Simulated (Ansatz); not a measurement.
Relaxed-ion elastic tensor of MoW (CsCl type, Pm-3m) in GPa (Voigt order), plane-wave PAW r²SCAN (Ansatz code); density 14.72 g/cm³, 15.78 Å³ per atom.

```
526  180  180  0.0  0.0  0.0
180  526  180  0.0  0.0  0.0
180  180  526  0.0  0.0  0.0
0.0  0.0  0.0  128  0.0  0.0
0.0  0.0  0.0  0.0  128  0.0
0.0  0.0  0.0  0.0  0.0  128
```

Task: Is the crystal mechanically stable?

Result: Yes: the smallest eigenvalue of C is 128 GPa.

Task: Work out the Voigt, Reuss and Hill averages.

Result: K_V = 295, K_R = 295, K_H = 295; G_V = 146, G_R = 143, G_H = 144 GPa.

Task: Give Young's modulus, Poisson's ratio, Pugh's ratio and the universal anisotropy index.

Result: E = 9KG/(3K + G) = 373 GPa; ν = 0.29; K/G = 2.04 (ductile by the Pugh limit of 1.75); A_U = 5G_V/G_R + K_V/K_R − 6 = 0.11.

Task: Estimate the sound speeds and the Debye temperature.

Result: v_l = √((K + 4G/3)/ρ) = 5760 m/s, v_t = √(G/ρ) = 3130 m/s, mean 3490 m/s; Θ = (h/k)(3n/4πV)^(1/3) v_m = 415 K.

Task: Give the Zener ratio and Young's modulus along [100], [110] and [111].

Result: A = 2C44/(C11 − C12) = 0.74; 1/E = S11 − 2(S11 − S12 − S44/2)Γ with Γ = 0, 1/4, 1/3 gives 435, 356, 335 GPa.

The start of the workflow was typed in or built on a structure type; neither database checked (COD, Materials Project) lists it. Whether it is the stable phase at ambient conditions was not checked. Symmetry was held in the r²SCAN relaxation; whether a distortion lowers the energy is not shown. The run is not spin-polarised. As this level gives no gap, shear constants depend on the k-mesh and smearing (Fermi–Dirac, 0.1 eV here). Spin–orbit coupling is left out wherever it is not named.

Potentials: the later of the program's two PAW sets.
